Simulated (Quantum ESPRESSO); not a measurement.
# Ga3ScZr3Ta: one composition in several site orders

Computed values, not a measurement. The program is pw.x of Quantum ESPRESSO 7.5 (plane-wave density functional theory). The cell is made up: eight metal atoms on a hexagonal close-packed lattice, with elements, volume, strain and displacements drawn at random and not relaxed, so it may be unstable or far from any real phase. PseudoDojo standard norm-conserving files set the functional (PBE unless stated); there is no spin polarisation or spin-orbit coupling, the Fermi-Dirac width of 0.25 eV means electrons at about 2900 K, and the masses in the input are unused placeholders. Heavy elements are run without spin-orbit coupling, which real alloys of them have. A spin test at this wide smearing found no moment, but such smearing suppresses magnetism that the real alloy may have.

The runs put one composition on the sites in different orders. Cell, positions, cutoff, mesh and smearing stay as in the input of run 1; sites are counted in its order. Stress in the tables is positive in tension.

Input of run 1:

```
&control calculation='scf', pseudo_dir='./dojo.nc.sr.pbe.v0_5.standard.upf', outdir='./o', disk_io='minimal', tprnfor=.true., tstress=.true. /
&system ibrav=0, nat=8, ntyp=4, nbnd=64, ecutwfc=79.96652505, nosym=.true., tot_charge=0,
 occupations='smearing', smearing='fd', degauss=0.0183746611
/
&electrons conv_thr=1.470e-08, electron_maxstep=70, mixing_beta=0.5 /
ATOMIC_SPECIES
Ga 1.0 Ga.upf
Sc 1.0 Sc.upf
Ta 1.0 Ta.upf
Zr 1.0 Zr.upf
CELL_PARAMETERS angstrom
4.6117 -2.6161 0.0299
-3.0756 0.0554 -4.9382
3.0099 5.1203 -0.0181
ATOMIC_POSITIONS angstrom
Ga 0.0792 -0.0101 0.026
Ga 1.3543 2.6763 0.0805
Sc 0.0684 1.7916 -2.5944
Zr 1.4473 4.3667 -2.5202
Ga 3.0899 0.0023 -0.1731
Zr 4.5714 2.6086 0.094
Zr 1.6058 -1.0224 -2.4678
Ta 3.1551 1.7082 -2.5608
K_POINTS automatic
5 5 4 1 1 1
```

```
run  elements on sites 1 to 8  free energy less that of run 1 (eV)  -TS (eV)  pressure (GPa)  stress xx (GPa)  stress yy (GPa)  stress zz (GPa)  stress yz (GPa)  stress xz (GPa)  stress xy (GPa)  iterations
  1   Ga Ga Sc Zr Ga Zr Zr Ta                                0.000    -1.427            4.15            -3.61            -7.98            -0.86            -0.15             0.56            -0.49          13
  2   Zr Ga Sc Ga Ga Zr Ta Zr                               -0.401    -1.431            3.36            -2.30            -4.29            -3.49             0.73             2.08             1.79          14
  3   Ta Zr Ga Ga Ga Zr Sc Zr                               -0.321    -1.362            3.75             0.36            -6.83            -4.78            -0.41             1.16            -2.93          14
  4   Ta Zr Zr Ga Zr Sc Ga Ga                               -0.230    -1.388            2.80            -3.19            -6.35             1.14            -0.55             0.93            -1.29          15
  5   Zr Zr Ta Zr Ga Ga Ga Sc                               -0.294    -1.408            2.85            -1.15            -4.62            -2.77            -0.23             0.06            -1.90          14
  6   Ga Zr Ga Ta Zr Ga Zr Sc                                0.153    -1.529            2.04            -2.22            -3.02            -0.89             0.63            -0.49             0.57          15
```

Forces Fx Fy Fz (eV/Å):

| site | run 1 | run 2 | run 3 | run 4 | run 5 | run 6 |
| --- | --- | --- | --- | --- | --- | --- |
| 1 | -0.21 0.19 -0.55 | 0.55 0.21 -1.68 | -0.04 0.41 -1.38 | 0.02 0.17 0.07 | 0.05 0.47 -1.53 | -0.07 -0.13 -0.57 |
| 2 | 0.64 -0.52 -0.56 | 0.30 -0.61 -0.37 | 0.74 -1.11 -1.92 | 0.71 -0.52 -0.66 | 0.03 -0.66 -0.80 | 1.65 -0.71 -2.07 |
| 3 | -0.49 -0.75 1.21 | -0.98 -0.79 0.60 | -0.21 -0.60 0.49 | -0.01 -0.92 0.77 | 0.02 -0.83 0.17 | -0.08 -0.40 0.21 |
| 4 | 1.30 -0.54 0.84 | 0.92 -0.09 0.36 | 0.55 -0.16 0.46 | 0.68 0.01 0.47 | 1.52 -0.19 -0.18 | 0.96 -0.35 0.56 |
| 5 | -0.24 0.26 0.45 | 0.07 -0.12 0.24 | -0.18 -0.14 0.48 | -0.91 -0.22 0.29 | -0.13 -0.21 0.25 | -0.11 -0.59 1.59 |
| 6 | 0.32 -0.26 -0.96 | 0.75 -0.13 -0.87 | -0.18 0.35 0.28 | 0.66 0.30 -1.33 | 0.34 -0.24 -0.45 | -0.17 0.03 -0.46 |
| 7 | -1.05 2.08 -0.73 | -0.46 1.45 0.18 | -0.63 1.44 0.13 | -0.82 0.55 -0.12 | -0.38 1.45 0.34 | -1.18 1.48 0.03 |
| 8 | -0.28 -0.47 0.29 | -1.15 0.06 1.53 | -0.04 -0.20 1.47 | -0.34 0.62 0.51 | -1.46 0.20 2.20 | -1.00 0.66 0.71 |

The sites are displaced and not relaxed, so the energy differences mix bonding between neighbours with strain and are not ordering energies. A rerun of one cell of this series at a higher cutoff and on a denser mesh moved values by no more than 0.002 eV in energy, 0.05 GPa in stress and 0.010 eV/Å in force, and a second program with other atomic files agreed on that cell to 2 % rms in force and 0.5 GPa in pressure.